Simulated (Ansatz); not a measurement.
A vibration from a frozen displacement in SnSe

Theory: DFT r2SCAN, scalar-relativistic, plane waves, PAW (Ansatz 0.2.0). Settings: plane waves to 500 eV, k-mesh 6×6×4 (Γ-centred), Gaussian smearing 0.05 eV. No spin polarisation. Energies are free energies at this smearing, counted from the undisturbed cell; pressure is positive in compression.

The undisturbed cell (as given, not relaxed at this level; it stands at 0.0 GPa; this form isn't the usual structure):

```
Sn Se
1.0
     4.28533    0.00000    0.00000
     0.00000    4.28533    0.00000
     0.00000    0.00000   10.99069
Sn Se
2 2
Direct
  0.50000 0.00000 0.37223
  0.00000 0.50000 0.62777
  0.50000 0.00000 0.61604
  0.00000 0.50000 0.38396
```

The cell holds layers and no dispersion correction was added, so their binding is poorly described.

Every Sn atom is moved by x along the Cartesian unit vector (0.000, 0.000, 1.000); the cell and all other atoms stay fixed. The cell's volume is 201.83 Å³; the moved atoms weigh 237.420 u together and the others 157.942 u. Some rows repeat others by symmetry and weren't run.

```
  x (Å)  ΔE (meV/cell) total force on the moved atoms along the move (eV/Å) pressure (GPa)
-0.1000          71.92                                                1.4492          0.1034
-0.0875          54.97                                                1.2636          0.0799
-0.0750          40.32                                                1.0797          0.0596
-0.0625          27.96                                                0.8974          0.0425
-0.0500          17.88                                                0.7164          0.0285
-0.0375          10.05                                                0.5365          0.0176
-0.0250           4.46                                                0.3572          0.0098
-0.0125           1.12                                                0.1785          0.0052
 0.0000           0.00                                                0.0000          0.0036
 0.0125           1.12                                               -0.1785          0.0052
 0.0250           4.46                                               -0.3572          0.0098
 0.0375          10.05                                               -0.5365          0.0176
 0.0500          17.88                                               -0.7164          0.0285
 0.0625          27.96                                               -0.8974          0.0425
 0.0750          40.32                                               -1.0797          0.0596
 0.0875          54.97                                               -1.2636          0.0799
 0.1000          71.92                                               -1.4492          0.1034
```

Problem. What frequency belongs to this motion?

Solution. The force constant is k = −dF/dx = 14.280 eV/Å², from the parabola through x = -0.0125, 0 and 0.0125. In every cell the moved atoms swing against the rest, so the mass is μ = m₁m₂/(m₁ + m₂) = 94.846 u, and ν̃ = 521.5 cm⁻¹ × √(|k|/μ) = 202 cm⁻¹. To first order in x, and within 1 %, the force on every atom lies along the move and, within each of the two groups, in proportion to the atom's mass, so this is itself a mode at the zone centre of this cell, taken without macroscopic field (the transverse frequency in a polar insulator).

Problem. How far does the harmonic law reach?

Solution. At x = -0.100 Å, kx²/2 = 71.40 meV against the computed 71.92 meV (+0.7 %): the well is still close to harmonic there.

Problem. The pressure changes with x². What does that say about the frequency under compression?

Solution. With E = k(V)x²/2, k ∝ V^(−2γ) and x scaling with the cell as V^(1/3), P − P0 = −∂E/∂V = (2γ − 2/3) ΔE/V. At x = 0.0250 Å, V(P − P0) = 201.83 × 0.00627 / 160.2 eV = 7.90 meV and ΔE = 4.46 meV, so γ = 1/3 + V(P − P0)/(2ΔE) = 1.22. This is the Grüneisen parameter of the motion under uniform scaling of the cell: shrinking the cell evenly by 1 % in volume raises the frequency by about 1.22 %.